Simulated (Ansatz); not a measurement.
Consider the following.

ZnO:
```cif
data_OZn
_chemical_formula_sum 'Zn1 O1'
_space_group_name_H-M_alt 'P 1'
_space_group_IT_number 1
_cell_length_a 2.64577
_cell_length_b 2.64577
_cell_length_c 2.64577
_cell_angle_alpha 90.000
_cell_angle_beta 90.000
_cell_angle_gamma 90.000
loop_
_space_group_symop_operation_xyz
  'x, y, z'
loop_
_atom_site_label
_atom_site_type_symbol
_atom_site_fract_x
_atom_site_fract_y
_atom_site_fract_z
_atom_site_occupancy
Zn1 Zn 0.00000 0.00000 0.00000 1
O1 O 0.50000 0.50000 0.50000 1
```

This is the r²SCAN-relaxed structure.

Q: All from the program Ansatz at the r²SCAN level (PAW), unless another level is named. Predict the electronic character.

A: no gap, with almost no states at the Fermi level (zero-gap or semimetallic).

Q: What about the formation energy from the elements (no fitted shifts)?

A: -0.87 eV/atom.

Space group Pm-3m (CsCl type). The cell is a constructed one: a structure type filled with these elements; neither database checked (COD, Materials Project) lists it. It is not the phase usual at ambient conditions (space group No. 186). The r²SCAN relaxation kept the symmetry of its start. At this level the phase is mechanically unstable. The references are the lowest solids computed at this level, not always the standard phases (solids in place of the gases).

Potentials: the later of the program's two PAW sets.
